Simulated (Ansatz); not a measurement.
# Ansatz run, ZnSn

input.yaml (Ansatz 0.2.0)

```yaml
crystal:
  lattice:
    - [3.319615, 0.0, 0.0]
    - [-1.659808, 2.874878, 0.0]
    - [-1.659808, 0.958293, 4.079195]
  atoms:
    - { symbol: Sn, position: [0.5, 0.5, 0.5] }
    - { symbol: Zn, position: [0.0, 0.0, 0.0] }
  symmetry: { tolerance: 0.0003 }
kpoints:
  mp_grid: { grid: [12, 12, 12], shift: [0, 0, 0] }
  band_path:
    path:
      - [0.0, 0.0, 0.0]
      - [0.0, 0.0, 0.5]
      - [0.59308238, -0.29654119, 0.20345881]
      - [0.70345881, -0.40691762, -0.20345881]
      - [0.5, 0.0, 0.0]
      - [0.0, 0.0, 0.0]
      - [0.70345881, -0.3517294, -0.3517294]
      - [0.6482706, -0.3517294, 0.0]
      - [0.5, -0.5, 0.0]
      - [0.0, 0.0, 0.0]
    npoints: 6
magnetization:
  spin_polarized: false
scf:
  occupations: { method: fermi_dirac }
  lower_state_search: "off"
  max_iter: 200
hamiltonian:
  pseudopotentials: { kind: paw }
  xc: pbesol
basis:
  ecutwfc: 420
  fft_grid_basis: typed
output:
  forces: true
  stress: true
  eigenvalues: true
  bader: true
  populations: true
  elf: true
  write_potential: true
  volumetric_format: npy
  dos:
    e_range: [-12, 8]
    de: 0.05
    projected: { site_lists: { Sn: [Sn], Zn: [Zn] } }
checkpoint:
  read: saved_state
```

The saved state is an earlier solution for the same cell, perhaps on another mesh. 

Parts of the output:

```
Warning: crystal.lattice misses the space group found at crystal.symmetry.tolerance 3.0e-4 in a digit that the deck types, which is why this is a warning: making the lattice exact moves one of its numbers by a whole unit of that number's last typed decimal, or more. The operation that it misses by the most changes a squared length by the fraction 4.44e-6.
Pseudopotentials: kind: paw
Pseudopotential: Sn, paw, valence charge 14, recommended cutoff 420 eV (normal), Sn.paw.azcp
Pseudopotential: Zn, paw, valence charge 12, recommended cutoff 420 eV (normal), Zn.paw.azcp
Functional definition: PBEsol
  exchange = pbesol_x
  correlation = pbesol_c
Crystal: 2 atoms, lattice volume = 38.930 Å³
Basis set: ecut = 420 eV, 799 PW (Γ), exchange–correlation on 48×48×64 points (8 copies of the dense FFT grid, shifted against one another)
Bands: 17, of which v1, the nominal top of the filled ones, is band 13 counted from 1 (12 counted from 0)
Symmetry: 12 space group operations
Space group: R-3m (ITA 166), of the structure as read, at distance tolerance 1.0e-3 Å
k-points: 189 of 1728
Initial density: read from a saved state, or passed on in memory by an earlier SCF of this step, an earlier step, the calling program or the single point that the run made first
Functional: x = pbesol(κ = 0.804, μ = 0.1235), c = pbesol(β = 0.046)
SCF iter   1: F=—  Δρ=8.96e-4  dr2=2.07e-4
SCF iter   2: F=—  Δρ=4.16e-4  dr2=5.26e-5
SCF iter   3: F=—  Δρ=2.99e-4  dr2=3.27e-5
SCF iter   4: F=—  Δρ=6.81e-5  dr2=1.67e-6
SCF iter   5: F=—  Δρ=3.55e-5  dr2=3.96e-7
SCF iter   6: F=-9230.3918 eV  Δρ=8.13e-6  dr2=3.29e-8
Free energy (F): -9230.3918 eV
Harris-Foulkes:  -9230.3918 eV  (|F-HF|=2.02e-8)
Internal energy: -9230.3666 eV  (E = F + TS)
E sigma→0 (E₀):  -9230.3792 eV
Entropy (-TS):   -0.0253 eV (-12.626 meV/atom)
Fermi energy:    12.0934 eV
--- Per-component energies (eV) ---
  E_band       = -4.7015
  E_kinetic    = 320.6828
  E_local      = -2314.6157  (includes V_loc(G=0)·N_el)
  E_nonlocal   = 581.9214
  E_hartree    = 1152.5040
  E_xc         = -516.7782
  E_vxc        = -151.7663  (∫ρ·V_xc dr)
  E_paw        = -5853.0903  (= ΣΔE_a)
  E_vpaw       = -745.9319  (= ΣTr[D̂ρ^β])
  E_aug_tail   = -0.0003  (compensation charges beyond the density's cutoff)
  E_ewald      = -2602.0725
  E_core_change = 1.0822  (= ΣΔE_core)
  E_smearing   = -0.0253  (= −TS)
--- Stress (GPa, compression-positive) ---
        7.2581       0.0000       0.0000
        0.0000       7.2581       0.0000
        0.0000       0.0000       3.0293
  P = ⅓ Tr σ = 5.8485 GPa (58.485 kbar)
--- Löwdin populations: 2 sites ---
  site symbol       q [e]
     0     Sn     14.8355
     1     Zn     10.9153
  spilling = 0.0096 (of n_electrons = 26.0000)
--- Bader charges: 2 sites ---
  site symbol  charge [e]  shift [e]
     0     Sn      0.0062     0.0011
     1     Zn     -0.0062     0.0011
```

Origin: a known structure type with other elements, at an estimated volume, so it need not be a known compound.
